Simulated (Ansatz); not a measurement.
BiPd (NiAs type)

```
CELL_PARAMETERS angstrom
      4.26711     0.00000     0.00000
     -2.13355     3.69542     0.00000
      0.00000     0.00000     5.74237
ATOMIC_POSITIONS crystal
  Bi 0.33333 0.66667 0.25000
  Bi 0.66667 0.33333 0.75000
  Pd 0.00000 0.00000 0.50000
  Pd 0.00000 0.00000 0.00000
```

The slice is a (1 -1 0 0) plane (indices of the conventional cell) through the point (0.000, 0.000, 0.500) (fractional), spanned by u = [110] and v = [001] in vectors of this cell: u (4.27 Å) and v (5.74 Å, at 90° to u). It covers one period; positions are fractions (u, v).

The numbers are results of r2SCAN (plane waves to 500 eV, PAW, scalar-relativistic; Ansatz, an electronic-structure program), not measurements. k mesh 13×13×8. These are valence fields of a PAW run, semicore shells included where kept as valence: close to a nucleus they are smooth pseudo fields. BiPd is run without spin polarisation. BiPd was relaxed with its symmetry unable to fall. Spin-orbit coupling is left out, though Bi is heavy.

### Question
What is the ELF at the midpoint of the shortest Pd–Pd line in this plane (2.87 Å)?

### Answer
0.19.

### Question
Sketch the electrostatic potential energy of an electron, from the cell's mean on this plane as a map.

### Answer
```tsv
v \ u	0.00	0.14	0.29	0.43	0.57	0.71	0.86
0.86	x	<1.0	8.1	6.4	6.4	8.1	<1.0
0.71	6.6	8.4	8.1	3.8	3.8	8.1	8.4
0.57	x	x	7.2	8.8	8.8	7.2	x
0.43	x	x	7.2	8.8	8.8	7.2	x
0.29	6.6	8.4	8.1	3.8	3.8	8.1	8.4
0.14	x	<1.0	8.1	6.4	6.4	8.1	<1.0
0.00	x	x	6.5	9.7	9.7	6.5	x
```

Values: electrostatic potential energy of an electron, from the cell's mean, in eV. Points within 1 Å of a nucleus are blanked (x), as the pseudised field means little there. Values under 1 eV are set to 1. The zero, the cell's mean, hangs on the PAW cores.
